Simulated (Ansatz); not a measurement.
Values for one crystal, relaxed and computed with r²SCAN (plane waves, PAW; program Ansatz); other levels are named.

| Item | Value |
|---|---|
| Volume per atom | 21.27 Å³ |
| Band gap | 0.56 eV (smallest direct gap 0.57 eV) |
| Gap with spin–orbit coupling | 0.50 eV |
| Hole effective mass | 0.20, 0.56, 1.3 mₑ (principal values) |
| Conduction-band minimum | at A |
| Formation energy from the elements (no fitted shifts) | -0.61 eV/atom |
| Bulk modulus (Birch–Murnaghan fit) | 47.7 GPa |

Problem. Which compound is it?
A) MnF2, rutile
B) GaN, zinc blende
C) TiO2, Pbca (Ti on 8c, O on 8c, O on 8c)
D) BaGaGeH, P3m1 (Ba on 1b, Ga on 1a, Ge on 1c, H on 1a)

Solution. D, BaGaGeH, P3m1 (Ba on 1b, Ga on 1a, Ge on 1c, H on 1a)

The first step of the workflow began from a Materials Project structure, measured or hypothetical; the Crystallography Open Database files this formula in space group No. 156, but the cells were not matched. Whether it is the stable phase at ambient conditions was not checked. Symmetry was held in the r²SCAN relaxation; whether a distortion lowers the energy is not shown. The references are the lowest solids computed at this level, not always the standard phases (solids in place of the gases). Spin–orbit coupling is left out wherever it is not named.

Potentials: the later of the program's two PAW sets.
